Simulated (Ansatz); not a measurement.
## How much do the gradients of WS2 with Ga replacing W depend on the method?

Cell: a supercell of WS2 (space group P6_3/mmc) built from a COD entry, with the ions relaxed around the defect (PBE).

Space group P-6m2 (No. 187); a = 9.5400, c = 12.5000 Å, γ = 120.00°.

| site | Wyckoff | site symmetry | x | y | z |
| --- | --- | --- | --- | --- | --- |
| Ga | 1a | -6m2 | 0.0000 | 0.0000 | 0.0000 |
| W2 | 6l | m.. | 0.0017 | 0.3416 | 0.0000 |
| W6 | 1c | -6m2 | 0.3333 | 0.6667 | 0.0000 |
| W8 | 1e | -6m2 | 0.6667 | 0.3333 | 0.0000 |
| W10 | 3k | mm2 | 0.1111 | 0.8889 | 0.5000 |
| W12 | 3k | mm2 | 0.1110 | 0.5555 | 0.5000 |
| W14 | 3k | mm2 | 0.4444 | 0.2222 | 0.5000 |
| S19 | 2g | 3m. | 0.0000 | 0.0000 | 0.3743 |
| S20 | 12o | 1 | 0.0000 | 0.3333 | 0.3744 |
| S24 | 2h | 3m. | 0.3333 | 0.6667 | 0.3745 |
| S26 | 2i | 3m. | 0.6667 | 0.3333 | 0.3744 |
| S28 | 6n | .m. | 0.1152 | 0.8848 | 0.8762 |
| S30 | 6n | .m. | 0.1134 | 0.5567 | 0.8721 |
| S32 | 6n | .m. | 0.4431 | 0.2215 | 0.8752 |

One atom of each set is listed.

First run. Method: Kohn–Sham DFT in Ansatz, PBE, plane waves and PAW, scalar-relativistic, 420 eV cutoff, Γ-centred 3×3×2 k-points, Fermi–Dirac smearing 0.01 eV, cell charge -1.

| site | V_zz (10²¹ V/m²) | η |
| --- | --- | --- |
| Ga | -3.41 | 0.00 |
| W2 | -21.8 | 0.46 |
| W6 | -13.42 | 0.00 |
| W8 | -17.62 | 0.00 |
| W10 | -17.65 | 0.00 |
| W12 | -17.52 | 0.00 |
| W14 | -17.58 | 0.02 |
| S19 | -4.70 | 0.00 |
| S20 | -4.59 | 0.00 |
| S24 | -4.57 | 0.00 |
| S26 | -4.60 | 0.00 |
| S28 | -5.01 | 0.57 |
| S30 | -3.65 | 0.41 |
| S32 | -4.91 | 0.01 |

Second run. The same atoms and settings, except that the functional is r2SCAN and the cutoff is 500 eV.

Question: What does the second run give?

Answer: 

| site | V_zz | η | change of V_zz |
| --- | --- | --- | --- |
| Ga | -3.49 | 0.00 | -0.08 |
| W2 | -22.2 | 0.42 | -0.40 |
| W6 | -13.19 | 0.00 | +0.23 |
| W8 | -17.47 | 0.00 | +0.15 |
| W10 | -17.53 | 0.00 | +0.12 |
| W12 | -17.40 | 0.00 | +0.12 |
| W14 | -17.46 | 0.02 | +0.12 |
| S19 | -4.75 | 0.00 | -0.05 |
| S20 | -4.66 | 0.00 | -0.07 |
| S24 | -4.64 | 0.00 | -0.07 |
| S26 | -4.65 | 0.00 | -0.05 |
| S28 | -5.11 | 0.61 | -0.10 |
| S30 | -3.66 | 0.40 | -0.01 |
| S32 | -4.93 | 0.03 | -0.02 |

The largest change of V_zz is on W2, from -21.8 to -22.2. In per cent, |V_zz| changes by +2 on Ga, -2 to +2 on W, 0 to +2 on S (all sites that start above 2).

The run isn't spin-polarised, and a state with spin may lie lower. The defect repeats with the cell of 54 atoms, so it feels its images: sites between two images don't show the values beside a lone defect, and zeros or small values of η there can come from the images' arrangement. S and W carry a gradient in the pure host already, so the values there aren't the defect's effect alone. The relaxation keeps the site symmetry -6m2 of the start, so the impurity can't leave its site; a distortion that would localise the partly filled state isn't explored. A uniform background compensates the cell's charge. The defect cell has no gap above 0.1 eV on its mesh, so the values can hang on the smearing and the k-mesh. Without spin–orbit coupling the gradients at and beside W can be off by some per cent, at some sites by far more.
